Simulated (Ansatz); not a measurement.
**Surface calculation: bcc Ba (110), 4 layers**

The slab is cut from the bcc crystal, the stable phase, as relaxed on PAW files (63.44 Å³/atom), with 20 Å of vacuum and a dipole correction:

```yaml
crystal:
  lattice:
    - [4.35177, 0.00000, 0.00000]
    - [-1.45059, 4.10289, 0.00000]
    - [0.00000, 0.00000, 30.65960]
  atoms:
    - { symbol: Ba, position: [0.25000, 0.25000, 0.32616] }
    - { symbol: Ba, position: [0.75000, 0.75000, 0.44205] }
    - { symbol: Ba, position: [0.25000, 0.25000, 0.55795] }
    - { symbol: Ba, position: [0.75000, 0.75000, 0.67384] }
```

All numbers are PBE results (scalar-relativistic) from Ansatz 0.2.0, with a Γ-centred 9×9×1 k mesh, Fermi–Dirac smearing of 0.05 eV, no spin polarisation. Methods: LAPW: all electrons, basis error target 1 meV/atom; PAW: frozen-core files, cutoff 420 eV.

The bulk energy comes from a cell in the slab's orientation on a 9×9×5 mesh. The surface energy is (E(slab) − N·E(bulk))/2A at zero smearing, the mean of both faces; thin slabs carry quantum-size effects.

Spin–orbit coupling is left out, which matters for the heavy atoms. The cell is 1×1, so reconstructions are forbidden, and in slabs of four or five layers the relaxations can be far larger than at a real surface.

Task: As cut, the LAPW slab lies 0.700 eV above 4 atoms of bulk. What surface energy is that?

Result: Over two faces of 17.85 Å² it is 19.6 meV/Å², and times 16.02 J/m² per eV/Å² that gives γ = 0.314 J/m².

Task: What do relaxation and the other method give, and what work function comes out?

Result: 

| method | γ as cut (J/m²) | γ relaxed (J/m²) | Φ as cut (eV) | Φ relaxed (eV) |
| --- | --- | --- | --- | --- |
| LAPW | 0.314 | 0.312 | 2.41 | 2.40 |
| PAW | 0.314 | 0.312 | 2.41 | 2.40 |

Task: How do the spacings between the planes relax?

Result: From the bottom face up: d12 -2.4 % of 3.553 Å, d23 +0.5 % of 3.553 Å, d34 -2.4 % of 3.553 Å.

Task: What changes if the vacuum is set to 11 Å?

Result: LAPW then gives: no gap, work function 2.33 (top) and 2.36 (bottom) eV; PAW: no gap, work function 2.36 eV. The program warns that the vacuum is too thin.

Task: What changes if relativity is switched off, at the same positions?

Result: LAPW then gives: no gap, work function 2.39 eV.

Task: A 3d core hole is made on one atom of each kind in every 1×1 cell (PAW hole dataset, neutral cell, valence without spin). What does it cost by layer?

Result: layer 1 780.43 eV, layer 2 780.17 eV. Shifts between layers mean more than the absolute values, and a whole layer of holes screens otherwise than one hole.
